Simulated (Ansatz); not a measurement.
Theory: DFT PBE, scalar-relativistic, plane waves, PAW in Ansatz. All cells share a 420 eV cutoff and Γ-centred k meshes spaced at most about 0.3 Å⁻¹ (about 0.25 or finer for metals, 2π included). No spin polarisation in the final relaxations.

These are static total energies at zero pressure. All come from trial cells, and lower structures may exist.

**Question.** Which of these relaxed structures of GaSb2 is the lowest in energy?
A.

Space group P-3m1 (No. 164). a = 3.390 Å, b = 3.390 Å, c = 7.814 Å, α = 90.00°, β = 90.00°, γ = 120.00°
```tsv
atom	site	symmetry	x	y	z
Ga	1a	-3m.	0.0000	0.0000	0.0000
Sb	2d	3m.	0.3333	0.6667	0.7133
```

B.

Space group P6/mmm (No. 191). a = 5.391 Å, b = 5.391 Å, c = 3.151 Å, α = 90.00°, β = 90.00°, γ = 120.00°
```tsv
atom	site	symmetry	x	y	z
Ga	1a	6/mmm	0.0000	0.0000	0.0000
Sb	2d	-6m2	0.3333	0.6667	0.5000
```

C.

Space group P-3m1 (No. 164). a = 4.213 Å, b = 4.213 Å, c = 5.140 Å, α = 90.00°, β = 90.00°, γ = 120.00°
```
atom  site  symmetry       x       y       z
  Ga    1b      -3m. 0.0000  0.0000  0.5000
  Sb    2d       3m. 0.3333  0.6667  0.1836
```

D.

Space group P4/mmm (No. 123). a = 3.167 Å, b = 3.167 Å, c = 7.991 Å, α = 90.00°, β = 90.00°, γ = 90.00°
| atom | site | symmetry | x | y | z |
| --- | --- | --- | --- | --- | --- |
| Ga | 1a | 4/mmm | 0.0000 | 0.0000 | 0.0000 |
| Sb | 2h | 4mm | 0.5000 | 0.5000 | 0.3084 |

**Answer.** C. It has space group P-3m1 (No. 164); the next, D, with space group P4/mmm (No. 123), lies 61 meV/atom higher. Counting Sb atoms around Ga (those within 1.25 times the shortest such distance or 1.15 times the sum of covalent radii; the shortest distance is added where it is long for a bond), the lowest has Ga 6 and the next has Ga 8 from 3.3 Å. Even the lowest lies +0.04 eV/atom against the elements.

No dispersion correction is applied, so the spacing and binding between layers, chains or molecules are poorly described (P-3m1 at 25.9 Å³/atom), and this can change margins and order among such cells. These runs have no spin–orbit coupling, which can matter for Sb. Cells relaxed within their symmetry can be saddle points. Some types were kept out of the candidates beforehand, so the set may lack a known form.
